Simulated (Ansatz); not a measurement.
Si in the diamond structure, relaxed with r2SCAN, was run in the PAW code Ansatz under altered settings. All numbers are computed, without spin polarisation but where a row says otherwise.

```xyz
2
Lattice="0.0000 2.7221 2.7221 2.7221 0.0000 2.7221 2.7221 2.7221 0.0000" Properties=species:S:1:pos:R:3 pbc="T T T"
Si    0.0000    0.0000    0.0000
Si    1.3611    1.3611    1.3611
```

The base run's other keys:
```yaml
kpoints:
  mp_grid: { grid: [6, 6, 6] }
hamiltonian:
  xc: r2scan
scf:
  occupations: { method: fixed }
  n_extra_bands: 4
```

It takes 6 iterations with 965 plane waves at 500 eV and 16 k points, and leaves a mean stress of +0.07 GPa. The gap over this mesh is 0.917 eV. It ran on 4 threads of Arm Neoverse N1, with other jobs on the host.

Outcomes, with energy and stress as changes against the base:
```tsv
setting	outcome	ΔF (meV/atom)	Δ mean stress (GPa)	gap on the mesh (eV)	iterations	wall time
hamiltonian.xc: mr2scan	converged	–	0.00	0.917	6	1.1 s
scf.occupations: methfessel_paxton 0.001	converged	0.0	0.00	0.917	5	1 s
scf.mixing.ndim: 30	converged	0.0	0.00	0.917	6	1.1 s
kpoints.mp_grid.grid: [5, 5, 5]	converged	+19.1	+0.13	0.771	6	1 s
accuracy: low	converged	0.0	0.00	0.917	6	1.1 s
kpoints.mp_grid.grid: [2, 2, 2]	converged	+1270	+7.67	0.796	6	0.9 s
scf.occupations: gaussian 0.5	converged	-1.0	-0.04	0.919	6	1.1 s
scf.occupations: fermi_dirac 0.2	converged	-1.7	-0.04	0.919	6	1.1 s
scf.occupations: tetrahedron	converged, warned	0.0	–	0.917	5	1.1 s
scf.occupations: methfessel_paxton 0.5	converged	+1.7	0.00	0.916	5	1.1 s
scf.mixing.beta: 0.05	converged	0.0	0.00	0.917	8	1.2 s
scf.occupations: gaussian 0.001	converged	0.0	0.00	0.917	6	1.1 s
scf.occupations: methfessel_paxton 0.05	converged	0.0	0.00	0.917	5	1.1 s
scf.max_iter: 1	not converged	–	–	–	1	0.58 s
scf.mixing.beta: 5.0	refused	–	–	–	–	0.04 s
```
A dash marks a value that wasn't obtained or can't be compared. Stress is positive in compression. The base took 1.1 s.

- kpoints.mp_grid.grid: [5, 5, 5]. The free energy moves by +19.1 meV an atom, the mean stress by +0.13 GPa and the gap on the mesh by -0.146 eV (to 0.771). The mesh is too coarse.
- kpoints.mp_grid.grid: [2, 2, 2]. The free energy moves by +1270 meV an atom, the mean stress by +7.67 GPa and the gap on the mesh by -0.121 eV (to 0.796). The mesh is too coarse.
- scf.occupations: gaussian 0.5. The free energy moves by -1.0 meV an atom, the mean stress by -0.04 GPa and the gap on the mesh by +0.002 eV (to 0.919). The term −TS is -4.7 meV an atom. The width begins to be felt.
- scf.occupations: fermi_dirac 0.2. The free energy moves by -1.7 meV an atom, the mean stress by -0.04 GPa and the gap on the mesh by +0.002 eV (to 0.919). The term −TS is -6.8 meV an atom. The width begins to be felt.
- scf.occupations: tetrahedron. Energy, stress and gap stay within 1 meV an atom, 0.1 GPa and 0.005 eV of the base. Warned: band table not solved further, tetrahedron derivatives may miss energy slope.
- scf.max_iter: 1. No converged result was reached. It stopped after 1 iteration; the base needs 6. Nothing that it printed is a property of the solid. Error: did not converge after 1 iteration: tau_residual = 1.24e-2 (threshold 1.00e-7), under the density mixer `msr1`, which `scf.mixing.algorithm: auto` chose by the deck's other keys (type `scf.mixing.algorithm: msr1` to keep it) […]
- scf.mixing.beta: 5.0. The program doesn't start. Error: invalid value for `scf.mixing.beta`: must be finite and in (0, 1]; got 5

Within 1 meV an atom, 0.1 GPa and 0.005 eV of the base stay: scf.occupations: methfessel_paxton 0.001; scf.mixing.ndim: 30; accuracy: low; scf.occupations: tetrahedron; scf.mixing.beta: 0.05; scf.occupations: gaussian 0.001; scf.occupations: methfessel_paxton 0.05.
